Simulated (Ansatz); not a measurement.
## What settings do to one calculation: F started on a N site in wurtzite GaN, 16 atoms, charge 0

Ansatz (PAW, plane waves), atoms fixed. The base input:

```yaml
crystal:
  lattice:
    - [6.365492, 0.000000, 0.000000]
    - [0.000000, 5.512678, 0.000000]
    - [0.000000, 0.000000, 5.185618]
  atoms:
    - { symbol: Ga, position: [0.250583, 0.174837, 0.504431] }
    - { symbol: Ga, position: [0.994742, 0.674121, 0.502730] }
    - { symbol: Ga, position: [0.753408, 0.169818, 0.502300] }
    - { symbol: Ga, position: [0.506738, 0.648284, 0.506013] }
    - { symbol: Ga, position: [0.991671, 0.334968, 0.999560] }
    - { symbol: Ga, position: [0.505937, 0.338246, 0.994522] }
    - { symbol: Ga, position: [0.247070, 0.832025, 0.986454] }
    - { symbol: Ga, position: [0.755824, 0.827485, 0.997892] }
    - { symbol: N, position: [0.998879, 0.338216, 0.392007] }
    - { symbol: N, position: [0.265855, 0.846289, 0.371456] }
    - { symbol: N, position: [0.740288, 0.829693, 0.372197] }
    - { symbol: N, position: [0.251189, 0.160953, 0.877496] }
    - { symbol: N, position: [0.989603, 0.660814, 0.893976] }
    - { symbol: N, position: [0.754039, 0.158262, 0.875510] }
    - { symbol: N, position: [0.492144, 0.673497, 0.872923] }
    - { symbol: F, position: [0.494827, 0.340415, 0.360208] }
kpoints:
  mp_grid: { grid: [2, 2, 2], shift: [0.5, 0.5, 0.5] }
hamiltonian:
  xc: pbesol
scf:
  occupations: { method: fermi_dirac, width: 0.01 }
output:
  forces: true
  eigenvalues: true
  stress: true
  populations: true
```

Command:

```sh
ansatz run in.yaml --threads 7 --pin off --max-ram 13300MiB --runs-dir r --events-out ev --progress --plain
```

It converged in 9 iterations and 1.9 s of wall time on 7 threads of a Neoverse-V2 processor, on a host shared with other runs; peak host memory 0.76 GiB; largest force component 3.82 eV/Å, pressure 9.46 GPa. The cutoff was the default, 420 eV. The base isn't a converged reference: it has few k points, and its atoms are unrelaxed. Each run below changes the keys shown and caps the iterations.

```
run                                                                                    changed     ending  iterations  free energy less the base (meV per atom)  rms change of forces (eV/Å)  change of pressure (GPa)  wall time (s, shared host)
  1                            dr2_threshold 1e-09, width 0.2 eV, max_iter 100, total_charge 6  converged          16                                other zero                        0.727                     12.72                     2.5 CPU
  2                                                               dispersion d3bj, max_iter 70  converged           9                                other zero                        0.001                     -3.10                     1.5 CPU
  3                                                               ecutrho_ratio 6, max_iter 90  converged           9                                       0.0                        0.000                      0.00                     1.5 CPU
  4                                                               ecutrho_ratio 1, max_iter 70  converged           8                                    -944.6                        0.604                     42.78                     1.2 CPU
  5                                  xc_grid 2 (2 is the default), max_iter 70, total_charge 6  converged          11                                other zero                        0.726                     12.04                     1.9 CPU
  6  initial_magnetization 8, mixing beta 1.0, max_iter 70, k points a 3×3×3 mesh centred on Γ  converged          13                                       0.2                        0.098                     -0.02                      16 CPU
```

«Other zero»: another functional, charge or dispersion term moves the zero of energy, so the difference says nothing of accuracy.

Problem. Which changes leave the result alone, and which of the same physical model moves the forces most?

Solution. The forces move by under 0.002 eV/Å in run 3. Run 4 (ecutrho_ratio 1, max_iter 70) moves them most among the runs with the same functional, charge and dispersion term, by 0.604 eV/Å.
